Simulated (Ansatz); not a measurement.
Values for one crystal, relaxed and computed with plane-wave PAW PBEsol (Ansatz code); other levels are named.

| Quantity | Result |
|---|---|
| Volume per atom | 25.46 Å³ |
| Electronic character | metallic (no gap) |
| Bulk modulus (Birch–Murnaghan fit) | 41.0 GPa |
| Pressure derivative B′ | 11.0 |
| Formation energy from the elements (no fitted shifts) | -0.058 eV/atom |
| Density of states at the Fermi level | 0.61 states/eV per atom (mean over ±0.08 eV) |

Which of these materials gives this?
A) BiAu2, cubic Laves (MgCu2 type)
B) AlNi, rock salt
C) NiBi3, Pnma (Ni on 4c, Bi on 4c, Bi on 4c, Bi on 4c)
D) GaBi, zinc blende

C, NiBi3, Pnma (Ni on 4c, Bi on 4c, Bi on 4c, Bi on 4c)

The first step of the workflow began from a Materials Project structure, measured or hypothetical; the Crystallography Open Database copy checked does not list it. Whether it is the stable phase at ambient conditions was not checked. The cell was relaxed with PBEsol under the symmetry of its start; its stability against distortions is not shown here. The run is not spin-polarised. The references are the lowest solids computed at this level, not always the standard phases. Scalar-relativistic: spin–orbit coupling is off unless named, which matters more the heavier the elements.

Potentials: the later of the program's two PAW sets.
